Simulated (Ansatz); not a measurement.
SnS$_{2}$:
```cif
data_S8Sn4
_chemical_formula_sum 'Sn4 S8'
_space_group_name_H-M_alt 'P 1'
_space_group_IT_number 1
_cell_length_a 5.85757
_cell_length_b 7.15847
_cell_length_c 6.33509
_cell_angle_alpha 90.000
_cell_angle_beta 90.000
_cell_angle_gamma 90.000
loop_
_space_group_symop_operation_xyz
  'x, y, z'
loop_
_atom_site_label
_atom_site_type_symbol
_atom_site_fract_x
_atom_site_fract_y
_atom_site_fract_z
_atom_site_occupancy
Sn1 Sn 0.00000 0.65201 0.75000 1
Sn2 Sn 0.50000 0.84799 0.25000 1
Sn3 Sn 0.00000 0.34799 0.25000 1
Sn4 Sn 0.50000 0.15201 0.75000 1
S1 S 0.74595 0.40578 0.93397 1
S2 S 0.75405 0.09422 0.43397 1
S3 S 0.74595 0.59422 0.43397 1
S4 S 0.75405 0.90578 0.93397 1
S5 S 0.24595 0.09422 0.06603 1
S6 S 0.25405 0.40578 0.56603 1
S7 S 0.24595 0.90578 0.56603 1
S8 S 0.25405 0.59422 0.06603 1
```

Relaxed with DFT-PBEsol in the program Ansatz with PAW potentials. Indices refer to the conventional cell of Pbcn, a = 5.8576 Å, b = 7.1585 Å, c = 6.3351 Å, α = 90.00°, β = 90.00°, γ = 90.00°.

Q: Simulate the powder diffraction pattern (Cu Kα, λ = 1.54184 Å; lines above 1 %) up to 2θ = 90°.

A: Simulated powder pattern, Cu Kα, λ = 1.54184 Å (kinematic, ideal powder, no thermal factors, no anomalous dispersion; the 30 strongest lines at most, above 1 %, up to 2θ = 90°):

```json
[
 {"2θ (°)": "19.58", "d (Å)": "4.533", "I/Imax (%)": "39", "hkl": "(110)"},
 {"2θ (°)": "24.14", "d (Å)": "3.687", "I/Imax (%)": "100", "hkl": "(111)"},
 {"2θ (°)": "28.17", "d (Å)": "3.168", "I/Imax (%)": "9.4", "hkl": "(002)"},
 {"2θ (°)": "28.65", "d (Å)": "3.116", "I/Imax (%)": "26", "hkl": "(021)"},
 {"2θ (°)": "32.13", "d (Å)": "2.786", "I/Imax (%)": "6.2", "hkl": "(102)"},
 {"2θ (°)": "32.55", "d (Å)": "2.751", "I/Imax (%)": "16", "hkl": "(121)"},
 {"2θ (°)": "34.54", "d (Å)": "2.597", "I/Imax (%)": "20", "hkl": "(112)"},
 {"2θ (°)": "37.93", "d (Å)": "2.372", "I/Imax (%)": "5.1", "hkl": "(022)"},
 {"2θ (°)": "39.77", "d (Å)": "2.267", "I/Imax (%)": "5.7", "hkl": "(220)"},
 {"2θ (°)": "40.84", "d (Å)": "2.210", "I/Imax (%)": "17", "hkl": "(130)"},
 {"2θ (°)": "42.02", "d (Å)": "2.150", "I/Imax (%)": "31", "hkl": "(202)"},
 {"2θ (°)": "42.35", "d (Å)": "2.134", "I/Imax (%)": "43", "hkl": "(221)"},
 {"2θ (°)": "47.50", "d (Å)": "1.914", "I/Imax (%)": "16", "hkl": "(113)"},
 {"2θ (°)": "50.16", "d (Å)": "1.819", "I/Imax (%)": "20", "hkl": "(023)"},
 {"2θ (°)": "50.35", "d (Å)": "1.812", "I/Imax (%)": "18", "hkl": "(132)"},
 {"2θ (°)": "50.55", "d (Å)": "1.806", "I/Imax (%)": "13", "hkl": "(311)"},
 {"2θ (°)": "51.03", "d (Å)": "1.790", "I/Imax (%)": "6.3", "hkl": "(040)"},
 {"2θ (°)": "53.18", "d (Å)": "1.722", "I/Imax (%)": "5.0", "hkl": "(041)"},
 {"2θ (°)": "61.35", "d (Å)": "1.511", "I/Imax (%)": "5.1", "hkl": "(330)"},
 {"2θ (°)": "63.53", "d (Å)": "1.464", "I/Imax (%)": "5.6", "hkl": "(400)"},
 {"2θ (°)": "66.52", "d (Å)": "1.406", "I/Imax (%)": "5.9", "hkl": "(313)"},
 {"2θ (°)": "67.20", "d (Å)": "1.393", "I/Imax (%)": "4.5", "hkl": "(204)"},
 {"2θ (°)": "68.17", "d (Å)": "1.376", "I/Imax (%)": "8.3", "hkl": "(242)"},
 {"2θ (°)": "68.84", "d (Å)": "1.364", "I/Imax (%)": "6.9", "hkl": "(332)"},
 {"2θ (°)": "69.15", "d (Å)": "1.358", "I/Imax (%)": "7.4", "hkl": "(151)"},
 {"2θ (°)": "73.58", "d (Å)": "1.287", "I/Imax (%)": "5.8", "hkl": "(134)"},
 {"2θ (°)": "77.07", "d (Å)": "1.237", "I/Imax (%)": "5.2", "hkl": "(243)"},
 {"2θ (°)": "83.17", "d (Å)": "1.161", "I/Imax (%)": "4.5", "hkl": "(153)"},
 {"2θ (°)": "85.04", "d (Å)": "1.141", "I/Imax (%)": "8.5", "hkl": "(423)"},
 {"2θ (°)": "88.38", "d (Å)": "1.106", "I/Imax (%)": "7.5", "hkl": "(225)"}
]
```

The start of the workflow was typed in or built on a structure type; neither database checked (COD, Materials Project) lists it. It is not the phase usual at ambient conditions (space group No. 164). Symmetry was held in the PBEsol relaxation; whether a distortion lowers the energy is not shown. The volume moved by 26 % from the start of the relaxation. Scalar-relativistic: spin–orbit coupling is off unless named, which matters more the heavier the elements.

Potentials: the earlier of the program's two PAW sets. The files were generated under PBE; for other functionals the program regenerates the frozen cores, and for LDA and PBEsol the local potential too.
